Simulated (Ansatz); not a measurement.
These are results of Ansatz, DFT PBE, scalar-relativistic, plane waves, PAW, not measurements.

Structure of SiC:

```yaml
crystal:
  lattice:
    - [1.54742, -2.68023, 0.00000]
    - [1.54742, 2.68023, 0.00000]
    - [0.00000, 0.00000, 15.18646]
  atoms:
    - { symbol: Si, position: [0.16666, 0.83334, 0.85771] }
    - { symbol: Si, position: [0.83334, 0.16666, 0.35771] }
    - { symbol: Si, position: [0.50000, 0.50000, 0.52448] }
    - { symbol: Si, position: [0.50000, 0.50000, 0.02448] }
    - { symbol: Si, position: [0.83333, 0.16667, 0.69121] }
    - { symbol: Si, position: [0.16667, 0.83333, 0.19121] }
    - { symbol: C, position: [0.50000, 0.50000, 0.64984] }
    - { symbol: C, position: [0.50000, 0.50000, 0.14984] }
    - { symbol: C, position: [0.16667, 0.83333, 0.98269] }
    - { symbol: C, position: [0.83333, 0.16667, 0.48269] }
    - { symbol: C, position: [0.83333, 0.16667, 0.81620] }
    - { symbol: C, position: [0.16667, 0.83333, 0.31620] }
```

Plane waves to 420 eV, a k mesh through Γ of 12×12×2 on the computed 12-atom cell and Gaussian smearing (0.02 eV); no spin polarisation.

Levels along Γ–M–K–Γ–A–L–H–A | L–M | H–K, in eV from a zero inside the gap, sorted by energy at each point. Points in fractions of the primitive reciprocal vectors: Γ (0.000 0.000 0.000), M (0.000 0.500 0.000), K (-0.333 0.667 0.000), A (0.000 0.000 0.500), L (0.000 0.500 0.500), H (-0.333 0.667 0.500).
| point | k (1/Å, with 2π) | band 21 | band 22 | band 23 | band 24 | band 25 | band 26 | band 27 |
| --- | --- | --- | --- | --- | --- | --- | --- | --- |
| Γ | 0.000 | -1.32 | -1.05 | -1.01 | -1.01 | 4.03 | 4.20 | 4.61 |
| - | 0.586 | -2.15 | -2.12 | -1.72 | -1.55 | 2.62 | 2.86 | 3.32 |
| M | 1.172 | -2.81 | -2.79 | -2.66 | -2.11 | 1.01 | 1.20 | 2.18 |
| - | 1.510 | -3.42 | -3.22 | -3.00 | -2.77 | 1.83 | 2.49 | 3.48 |
| K | 1.849 | -4.13 | -3.21 | -3.07 | -3.07 | 2.46 | 2.46 | 2.73 |
| - | 2.526 | -2.79 | -2.74 | -2.31 | -1.73 | 3.75 | 3.83 | 3.93 |
| Γ | 3.202 | -1.32 | -1.05 | -1.01 | -1.01 | 4.03 | 4.20 | 4.61 |
| - | 3.306 | -1.22 | -1.22 | -1.04 | -1.04 | 4.05 | 4.17 | 4.68 |
| A | 3.409 | -1.11 | -1.11 | -1.11 | -1.11 | 4.10 | 4.10 | 4.84 |
| - | 3.995 | -2.01 | -2.01 | -1.72 | -1.72 | 2.74 | 2.74 | 3.67 |
| L | 4.581 | -2.72 | -2.72 | -2.31 | -2.31 | 1.05 | 1.05 | 2.40 |
| - | 4.920 | -3.65 | -3.65 | -2.67 | -2.67 | 2.19 | 2.19 | 3.44 |
| H | 5.258 | -3.62 | -3.62 | -3.25 | -3.25 | 2.65 | 2.65 | 3.31 |
| - | 5.935 | -2.95 | -2.95 | -1.86 | -1.86 | 3.69 | 3.69 | 4.09 |
| A | 6.612 | -1.11 | -1.11 | -1.11 | -1.11 | 4.10 | 4.10 | 4.84 |
| L | 6.612 | -2.72 | -2.72 | -2.31 | -2.31 | 1.05 | 1.05 | 2.40 |
| - | 6.715 | -3.00 | -2.64 | -2.54 | -2.17 | 1.01 | 1.15 | 2.25 |
| M | 6.818 | -2.81 | -2.79 | -2.66 | -2.11 | 1.01 | 1.20 | 2.18 |
| H | 6.818 | -3.62 | -3.62 | -3.25 | -3.25 | 2.65 | 2.65 | 3.31 |
| - | 6.922 | -3.96 | -3.33 | -3.15 | -3.15 | 2.55 | 2.55 | 2.89 |
| K | 7.025 | -4.13 | -3.21 | -3.07 | -3.07 | 2.46 | 2.46 | 2.73 |

Cost: 1 run of about 5.2 core-minutes, on AMD EPYC (Zen 3) (shared hosts).